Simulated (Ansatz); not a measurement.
**ZnO: from a starting cell to a relaxed one**

The start is a generated cell, ZnO built in the wurtzite structure type. A full variable-cell relaxation at zero pressure is run with r2SCAN (plane waves to 500 eV, PAW, scalar-relativistic; Ansatz, a quantum-chemistry and plane-wave program). The first steps use a 12×12×7 k-mesh.

Initial structure:
```yaml
crystal:
  lattice:
    - [3.13752, 0.00000, 0.00000]
    - [-1.56876, 2.71717, 0.00000]
    - [0.00000, 0.00000, 5.13853]
  atoms:
    - { symbol: Zn, position: [0.66667, 0.33333, 0.00000] }
    - { symbol: Zn, position: [0.33333, 0.66667, 0.50000] }
    - { symbol: O, position: [0.66667, 0.33333, 0.62520] }
    - { symbol: O, position: [0.33333, 0.66667, 0.12520] }
```

Q: What pressure does the first self-consistent step give?

A: +13.3 GPa (positive: the cell is compressed).

Q: How much energy is released per atom?

A: 0.034 eV/atom.

Q: How does the volume change?

A: +7.8 %, from 10.95 to 11.81 Å³/atom.

Q: How do the shortest distances between atoms change?

A: The closest pairs of elements (up to four, under 3.6 Å), start → end: O–Zn 1.92 → 1.97 Å; Zn–Zn 3.14 → 3.21 Å; O–O 3.14 → 3.21 Å.

Q: What band gap does the relaxed structure have at this level?

A: 1.24 eV, direct at Γ (no spin-orbit coupling).

Q: What does it relax into? Give the structure.

A: 
```cif
data_O2Zn2
_chemical_formula_sum 'Zn2 O2'
_space_group_name_H-M_alt 'P63mc'
_space_group_IT_number 186
_space_group_name_Hall 'P 6c -2c'
_cell_length_a 3.23516
_cell_length_b 3.23516
_cell_length_c 5.21154
_cell_angle_alpha 90.000
_cell_angle_beta 90.000
_cell_angle_gamma 120.000
loop_
_atom_site_label
_atom_site_type_symbol
_atom_site_symmetry_multiplicity
_atom_site_Wyckoff_symbol
_atom_site_fract_x
_atom_site_fract_y
_atom_site_fract_z
_atom_site_occupancy
Zn1 Zn 2 b 0.66667 0.33333 0.00241 1
O1 O 2 b 0.33333 0.66667 0.12279 1
```

The space group stays P6₃mc (No. 186) (the run could not lower it); the end is wurtzite type, with 4 atoms in the primitive cell. No spin polarisation in the result.

The run could not lose the symmetry of its start.
